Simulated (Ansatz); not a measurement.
SiMo$_{2}$N:
```cif
data_Mo4N2Si2
_chemical_formula_sum 'Si2 Mo4 N2'
_space_group_name_H-M_alt 'P63/mmc'
_space_group_IT_number 194
_space_group_name_Hall '-P 6c 2c'
_cell_length_a 2.92072
_cell_length_b 2.92072
_cell_length_c 13.34445
_cell_angle_alpha 90.000
_cell_angle_beta 90.000
_cell_angle_gamma 120.000
loop_
_atom_site_label
_atom_site_type_symbol
_atom_site_symmetry_multiplicity
_atom_site_Wyckoff_symbol
_atom_site_fract_x
_atom_site_fract_y
_atom_site_fract_z
_atom_site_occupancy
Si1 Si 2 d 0.66667 0.33333 0.25000 1
Mo1 Mo 4 f 0.33333 0.66667 0.10117 1
N1 N 2 a 0.00000 0.00000 0.00000 1
```
The run is spin-polarised, in the one order tried: ferromagnetic.

Relaxed at zero pressure with plane-wave PAW r²SCAN (Ansatz code).

The volume is raised by 3 % and shape and atoms relax at that volume. What pressure results, and how do the axes share the change?

-6.9 GPa; a 1.3 %, b 1.3 %, c 0.4 %; the energy rises by 8 meV/atom.

Give the new structure.


Space group P6₃/mmc (No. 194); a = b = 2.9587 Å, c = 13.3945 Å, α = β = 90.00°, γ = 120.00°

| atom | site | symmetry | x | y | z |
|---|---|---|---|---|---|
| Si | 2d | -6m2 | 0.6667 | 0.3333 | 0.2500 |
| Mo | 4f | 3m. | 0.3333 | 0.6667 | 0.1003 |
| N | 2a | -3m. | 0.0000 | 0.0000 | 0.0000 |

The phase is kept; no other phase was compared at this pressure.

Space group P6_3/mmc. The start of the workflow was typed in or built on a structure type; neither database checked (COD, Materials Project) lists it. Whether it is the stable phase at ambient conditions was not checked. The r²SCAN relaxation kept the symmetry of its start; its stability against distortions is not shown here. Spin order of the final state: ferromagnetic, the only order run, not a proven ground state. Other orbital occupations within this spin state were not tried. No Hubbard U is applied.

Potentials: the earlier of the program's two PAW sets.
